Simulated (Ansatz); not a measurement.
## Magnetic states of iron, dhcp

Level of theory: DFT, BLYP, plane waves (420 eV) with PAW, scalar-relativistic (Ansatz). The PAW files were generated under PBE, with cores re-solved for the functional.

Each start was relaxed and then solved on a dense mesh, with Fermi-Dirac smearing of 0.05 eV (0.1 eV in a metal without spin) extrapolated to zero. Rows within 2 meV/atom of each other tie.

**Question.** Where does each start end, and how do the energies compare? Starts: antiferromagnetic (alternate layers); non-magnetic; ferromagnetic.

**Answer.** 
```tsv
start	ends	ΔE (meV/atom)	V (Å³/atom)
antiferromagnetic (alternate layers)	ferrimagnetic, largest moment 1.44 μB in the atomic sphere	0.0	10.90
ferromagnetic	ferromagnetic, net 2.56 μB per atom	7.5	12.50
non-magnetic	spin not included	27.0	10.68
```
